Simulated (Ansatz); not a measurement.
Tl:
```
CELL_PARAMETERS angstrom
      3.49345     0.00000     0.00000
     -1.74673     3.02542     0.00000
      0.00000     0.00000     5.58922
ATOMIC_POSITIONS crystal
  Tl 0.33333 0.66667 0.75000
  Tl 0.66667 0.33333 0.25000
```

Relaxed with PBE+D3(BJ). Special points in fractions of this cell's reciprocal vectors: Γ (0.000, 0.000, 0.000); M (0.500, 0.000, 0.000); K (0.333, 0.333, 0.000); A (0.000, 0.000, 0.500); L (0.500, 0.000, 0.500); H (0.333, 0.333, 0.500).

Q: List the band energies nearest the Fermi level at these points for the program Ansatz at the PBE+D3(BJ) level (PAW).

A: In eV from the Fermi level; about four levels below and three above (degenerate sets whole), none deeper than 8.9 eV; points with the same levels are listed once.

| k | below | above |
|---|---|---|
| Γ | -5.19 -2.77 | 7.71 7.71 9.72 9.72 |
| M | -5.80 -4.70 -0.80 | 0.45 1.28 3.66 |
| K | -4.66 -4.66 -1.30 | 1.64 1.64 2.69 |
| A | -8.50 -8.50 | 3.17 3.17 8.66 8.66 8.66 8.66 |
| L | -4.80 -4.80 -2.23 -2.23 | 5.38 5.38 5.91 5.91 |
| H | -4.19 -4.19 -0.91 -0.91 | 0.17 0.17 7.39 7.39 |

Space group P6_3/mmc (hcp (Mg type)). The PBE+D3(BJ) relaxation kept the symmetry of its start. The pairwise dispersion correction was not fitted to metals. Scalar-relativistic: spin–orbit coupling is off unless named, which matters more the heavier the elements.

Potentials: the later of the program's two PAW sets.
